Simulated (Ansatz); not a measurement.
ZnFI (Janus 1T monolayer) at its r2SCAN geometry, run in Ansatz 0.2.0 at 4 levels of theory. Note: simulated data, non-magnetic, for a generated structure that need not be the stable one.

The LDA input:
```yaml
crystal:
  lattice:
    - [3.7164122115, 0.0, 0.0]
    - [-1.8582061058, 3.2185073861, 0.0]
    - [0.0, 0.0, 28.8618571336]
  atoms:
    - { symbol: Zn, position: [0.0, 0.0, 0.3219481122] }
    - { symbol: F, position: [0.3333333333, 0.6666666667, 0.3496991472] }
    - { symbol: I, position: [0.6666666667, 0.3333333333, 0.2638434774] }
  periodic: [true, true, false]
kpoints:
  mp_grid: { grid: [12, 12, 1] }
  band_path:
    path: [[0.0, 0.0, 0.0], [0.5, 0.0, 0.0], [0.3333333333, 0.3333333333, 0.0]]
    npoints: 1
hamiltonian:
  xc: lda
scf:
  occupations: { method: fixed }
  n_extra_bands: 4
output:
  forces: true
  stress: true
  eigenvalues: true
```

Main results, then, where recorded, the levels near the gap in eV from the Fermi energy (columns number the bands from 0), one row a point of the path (Γ, M, K):
```
Crystal: 3 atoms, lattice volume = 345.225 Å³
Symmetry: 6 space group operations
Space group: P3m1 (ITA 156)
```
```
Basis set: ecut = 420 eV, 6769 PW (Γ)
k-points: 19 of 144 (time reversal used)
SCF 1 converged in 10 iterations: F = -11396.062525 eV  dr2 = 1.44e-8
Free energy (F): -11396.062525 eV
Fermi energy:    -5.601665 eV
--- Forces (eV/Å), atoms counted from 1 ---
  atom   1  Zn      0.00000      0.00000    -0.14113
  atom   2  F       0.00000      0.00000    -0.28063
  atom   3  I       0.00000      0.00000      0.42110
--- 2D stress c σ (N/m, compression-positive) ---
       -2.134046       0.000000       0.000000
        0.000000      -2.134046       0.000000
        0.000000       0.000000       0.000000
  P = ½ c Tr σ = -2.1340 N/m
```
```tsv
band_15	band_16	band_17	band_18	band_19	band_20
-2.974	0.000	0.000	1.200	4.615	5.190
-3.476	-1.855	-1.009	1.751	4.924	5.687
-3.723	-2.692	-1.568	2.486	5.405	6.448
```

With LDA the gap is 1.20 eV and direct, at Γ.

Q: In the first input these blocks are replaced (the band path and keys that only write files left aside):
```yaml
hamiltonian:
  xc: r2scan
```
What comes out?

A:
```
Basis set: ecut = 500 eV, 8745 PW (Γ)
k-points: 19 of 144 (time reversal used)
SCF 1 converged in 8 iterations: F = -11664.158119 eV  dr2 = 3.44e-8
Free energy (F): -11664.158119 eV
Fermi energy:    -5.524620 eV
--- Forces (eV/Å), atoms counted from 1 ---
  atom   1  Zn      0.00000      0.00000    -0.00030
  atom   2  F       0.00000      0.00000      0.00015
  atom   3  I       0.00000      0.00000      0.00027
--- 2D stress c σ (N/m, compression-positive) ---
       -0.000428       0.000000       0.000000
        0.000000      -0.000428       0.000000
        0.000000       0.000000       0.000000
  P = ½ c Tr σ = -0.0004 N/m
```
```tsv
band_15	band_16	band_17	band_18	band_19	band_20
-3.140	0.000	0.000	1.807	5.238	5.679
-3.690	-1.940	-1.043	2.343	5.637	6.347
-3.827	-2.797	-1.655	3.089	6.072	7.128
```
With r2SCAN the gap is 1.81 eV and direct, at Γ. The mean stress is close to zero (0.00 N/m).

Q: Another run on the same cell gave
```
Basis set: ecut = 420 eV, 6769 PW (Γ)
k-points: 7 of 36 (time reversal used)
SCF 1 stopped early in 5 iterations: F = -11640.785216 eV  dr2 = 1.55e-5
SCF 2 stopped early in 8 iterations: F = -11645.348803 eV  dr2 = 6.84e-6
hybrid outer 1: dexx = +1.777e-2 eV, tail = 7.81e-5 eV
SCF 3 converged in 5 iterations: F = -11645.348147 eV  dr2 = 2.81e-9
hybrid outer 2: dexx = +1.136e-6 eV, tail = 3.41e-8 eV, Δε = 4.15e-3 eV, ΔF = 1.67e-2 eV/Å
SCF 4 converged in 2 iterations: F = -11645.348147 eV  dr2 = 4.23e-10
hybrid outer 3: dexx = +8.166e-10 eV, tail = 1.14e-9 eV, Δε = 9.78e-5 eV, ΔF = 2.05e-4 eV/Å
Free energy (F): -11645.348147 eV
Fermi energy:    -5.843050 eV
--- Forces (eV/Å), atoms counted from 1 ---
  atom   1  Zn      0.00000      0.00000      0.03830
  atom   2  F       0.00000      0.00000      0.02940
  atom   3  I       0.00000      0.00000    -0.06773
--- 2D stress c σ (N/m, compression-positive) ---
        0.161267       0.000000       0.000000
        0.000000       0.161267       0.000000
        0.000000       0.000000       0.000000
  P = ½ c Tr σ = 0.1613 N/m
```
```tsv
band_15	band_16	band_17	band_18	band_19	band_20
-3.497	0.000	0.000	2.395	5.345	5.905
-4.280	-2.062	-1.135	2.984	6.032	6.888
-4.177	-3.113	-1.776	3.816	6.553	7.673
```
Which level of theory and mesh gave it?

A: It is HSE06, judged by the exchange loop and the size of the gap (a near hybrid could fit too), on 6×6×1; the blocks that differ from the first input, but for the band path:
```yaml
kpoints:
  mp_grid: { grid: [6, 6, 1] }
hamiltonian:
  xc: hse06
```
With HSE06 the gap is 2.39 eV and direct, at Γ. The mean stress, +0.2 N/m, is small, and the program warns that its thresholds are loose for a hybrid's stress.

HSE06+SOC. Against the first input these blocks differ (the band path and keys that only write files left aside):
```yaml
kpoints:
  mp_grid: { grid: [6, 6, 1] }
hamiltonian:
  xc: hse06
scf:
  occupations: { method: fixed }
  n_extra_bands: 8
magnetization:
  noncollinear: true
  spin_orbit: true
output:
  eigenvalues: true
```

```
Basis set: ecut = 420 eV, 6769 PW (Γ)
k-points: 7 of 36 (time reversal used)
SCF 1 stopped early in 7 iterations: F = -11643.899791 eV  dr2 = 4.94e-5
Exchange kernel: α = 0.2500, screened, ω = 0.2079 Å⁻¹, Wigner–Seitz truncation, v(0) = 1046.5087 eV·Å³, q-mesh 6×6×1
SCF 2 stopped early in 6 iterations: F = -11642.668942 eV  dr2 = 4.80e-6
hybrid outer 1: dexx = +1.810e-2 eV, tail = 7.75e-5 eV
SCF 3 converged in 4 iterations: F = -11642.668279 eV  dr2 = 3.24e-8
hybrid outer 2: dexx = +1.289e-6 eV, tail = 1.71e-7 eV, Δε = 5.34e-3 eV
Free energy (F): -11642.668279 eV
Fermi energy:    -5.422478 eV
```
```tsv
band_30	band_31	band_32	band_33	band_34	band_35	band_36	band_37	band_38	band_39	band_40	band_41
-3.970	-3.970	-0.888	-0.888	0.000	0.000	1.998	1.998	4.912	4.912	5.473	5.473
-4.728	-4.728	-2.588	-2.588	-1.467	-1.467	2.566	2.566	5.609	5.609	6.470	6.470
-4.825	-4.433	-3.868	-3.312	-2.180	-2.131	3.339	3.451	6.114	6.143	7.251	7.260
```

With HSE06+SOC the gap is 2.00 eV and direct, at Γ.

Small level splittings and stresses of the hybrids carry the error of their coarser meshes.

Totals of different functionals, or with and without spin-orbit coupling, can't be compared.

Only the levels marked +SOC include spin-orbit coupling.

The meshes of the hybrids are coarse, so their gaps aren't converged to the digits shown.
